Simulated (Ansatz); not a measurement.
A relaxed structure of Bi2Se3. Space group R-3m (No. 166), AFLOW prototype A2B3_hR5_166_c_ac (C33, as in Bi2Te3). All values below come from PBEsol (plane waves to 420 eV, PAW, scalar-relativistic; Ansatz, an electronic-structure program).

```cif
data_Bi2Se3
_chemical_formula_sum 'Bi2 Se3'
_space_group_name_H-M_alt 'P 1'
_space_group_IT_number 1
_cell_length_a 9.80877
_cell_length_b 9.80877
_cell_length_c 9.80877
_cell_angle_alpha 24.320
_cell_angle_beta 24.320
_cell_angle_gamma 24.320
loop_
_space_group_symop_operation_xyz
  'x, y, z'
loop_
_atom_site_label
_atom_site_type_symbol
_atom_site_fract_x
_atom_site_fract_y
_atom_site_fract_z
_atom_site_occupancy
Bi1 Bi 0.40037 0.40037 0.40037 1
Bi2 Bi 0.59963 0.59963 0.59963 1
Se1 Se 0.00000 0.00000 0.00000 1
Se2 Se 0.21143 0.21143 0.21143 1
Se3 Se 0.78857 0.78857 0.78857 1
```

Task: What band gap does PBEsol give?

Result: 0.11 eV, direct at Γ (no spin-orbit coupling).

No spin polarisation in the result. Without spin-orbit coupling the bands of the heavy element are not split, so the gap can be far off.

The run could not lose the symmetry of its start; a randomly shaken copy of 5 atoms returns to this structure.
